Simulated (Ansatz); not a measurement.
Here is an unrelaxed guess for MgCdO.

```cif
data_structure
_symmetry_space_group_name_H-M 'P 1'
_symmetry_Int_Tables_number 1
_cell_length_a 3.6123
_cell_length_b 3.6123
_cell_length_c 6.2114
_cell_angle_alpha 90.000
_cell_angle_beta 90.000
_cell_angle_gamma 90.000
_cell_volume 81.05
loop_
_atom_site_label
_atom_site_type_symbol
_atom_site_fract_x
_atom_site_fract_y
_atom_site_fract_z
_atom_site_occupancy
Mg1 Mg 0.00000 0.50000 0.62777 1
Mg2 Mg 0.50000 0.00000 0.37223 1
Cd1 Cd 0.00000 0.50000 0.16687 1
Cd2 Cd 0.50000 0.00000 0.83313 1
O1 O 0.00000 0.00000 0.00000 1
O2 O 0.50000 0.50000 0.00000 1
```

The calculation used Ansatz 0.2.0, DFT PBE, scalar-relativistic, plane waves, PAW. Plane waves to 420 eV, a k mesh through Γ of 6×6×4 on the computed 6-atom cell and Gaussian smearing (0.10 eV); no spin polarisation.

The zero of energy is the elements' standard structures at the same level (O₂ as a molecule); no fitted shifts are applied.

Task: What does a single point on this coarse mesh give?

Result: The pressure is 32.9 GPa (the mean over three directions, positive in compression), the largest force is 3.23 eV/Å, and the energy is −0.14 eV/atom against the elements. The shortest distance is 2.08 Å.

Task: Is it a good guess?

Result: A poor one: relaxing gains about 1.3 eV/atom (the start's value is from the coarse mesh, so the gain is rough) in 26 ionic steps and ends at −1.41 eV/atom on the finer mesh. The symmetry stays P4/nmm (No. 129). The volume per atom grows by 49.3 %, from 13.5 to 20.2 Å³. The shortest distance goes from 2.08 Å (Cd–O) to 2.01 Å (Mg–O). Conventional cell: a = 4.018 Å, c = 7.494 Å. Mg has 4 O at 2.01 Å and 4 Mg at 2.85 Å; Cd has 4 Cd at 2.93 Å; around O lie 4 Mg at 2.01 Å.

The last run used a 10×10×6 mesh (in the run's order of axes) for its 6-atom cell and Gaussian smearing of 0.10 eV. The relaxation can't lower the symmetry of the start, and the grade says only how near the guess is to its own end. Symmetry constrained the relaxation, so the result can be a saddle point. Another cell of MgCdO relaxed alike, in Cmcm, lies 86 meV/atom lower, so this cell isn't the stable form at this level.
